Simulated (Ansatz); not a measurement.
PtTe₂ (space group P-3m1)

```yaml
crystal:
  lattice:
    - [4.05231, 0.00000, 0.00000]
    - [-2.02615, 3.50940, 0.00000]
    - [0.00000, 0.00000, 5.09639]
  atoms:
    - { symbol: Te, position: [0.66667, 0.33333, 0.73307] }
    - { symbol: Te, position: [0.33333, 0.66667, 0.26693] }
    - { symbol: Pt, position: [0.00000, 0.00000, 0.00000] }
```

The slice is a (1 -1 0 0) plane (indices of the conventional cell) through the point (0.333, 0.667, 0.267) (fractional), spanned by u = [110] and v = [001] in vectors of this cell: u (4.05 Å) and v (5.10 Å, at 90° to u). It covers one period; positions are fractions (u, v).

Method: PBE-D3(BJ) (plane waves to 420 eV, PAW, scalar-relativistic; Ansatz, a program for electronic structure). k mesh 13×13×9. These are valence fields of a PAW run, semicore shells included where kept as valence: close to a nucleus they are smooth pseudo fields. PtTe2 is run without spin polarisation. PtTe2 was relaxed with its symmetry unable to fall. Spin-orbit coupling is left out, though Pt and Te are heavy.

Question: Predict the map of the electron localisation function (ELF) on the slice.

Answer: 
```
|xxxx::**####++--::--++####**::xx|
|..::==**####==------==####**==::|
|++++**####++==--==--==++####**++|
|++++**##**==--======--==**##**++|
|++++++====----======----====++++|
|::::::::----==========----::::::|
|  ....::--====++++++====--::....|
|      ..--++**######**++--..    |
|      ..--**##%%%%%%##**--..    |
|      ..==**%%%%%%%%%%**==..    |
|      ..==**%%%%%%%%%%**==..    |
|      ..--**##%%%%%%##**--..    |
|::::....::==**%%%%%%**==::....::|
|##**==--::--==**##**==--::--==**|
|@@@@%%**--::::--==--::::--**%%@@|
|%%%%@@%%**--..........--**%%@@%%|
|**####%%%%++::..  ..::++%%%%####|
|..::++##%%##--..  ..--##%%##++::|
|xxxx::**####==......==####**::xx|
|xxxx..++####++::..::++####++..xx|
```
Scale: ten equal steps from 0.02 (start of ' ') to 0.68 (end of '@'), in the order ' .:-=+*#%@'. Values: electron localisation function (ELF). The map has 16 points along u (two characters each, u = 0 at the left) and 20 along v (v = 0 in the bottom row). Points within 0.5 Å of a nucleus are blanked (x), as the pseudised field means little there.
